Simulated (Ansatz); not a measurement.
Pb (simple cubic, space group No. 221) at seven volumes, the program Ansatz at the PBE level (PAW), scaled uniformly. One row is withheld.

```csv
V (Å³/atom),P (GPa)
31.276,4.22
32.307,2.55
33.339,1.16
34.370,0.00
35.401,-0.97
36.432,-1.78
37.463,?
```

**Question.** Fit the shown pressures and predict the withheld one.

**Answer.** P = (3/2)B₀(x^(7/2) − x^(5/2))[1 + (3/4)(B′ − 4)(x − 1)] with x = (V₀/V)^(2/3). Least squares on the six rows gives V₀ = 34.369 Å³/atom, B₀ = 35.3 GPa, B′ = 5.01. At V = 37.463, x = 0.9442 and P = -2.45 GPa. The run itself gave -2.47 GPa.

Space group Pm-3m (simple cubic). A made-up cell: these elements were put on the sites of a structure type; neither database checked (COD, Materials Project) lists it. It is not the phase usual at ambient conditions (space group No. 225). The cell was relaxed with PBE under the symmetry of its start. At this level the phase is mechanically unstable. Scalar-relativistic: spin–orbit coupling is off unless named, which matters more the heavier the elements.

Potentials: the later of the program's two PAW sets.
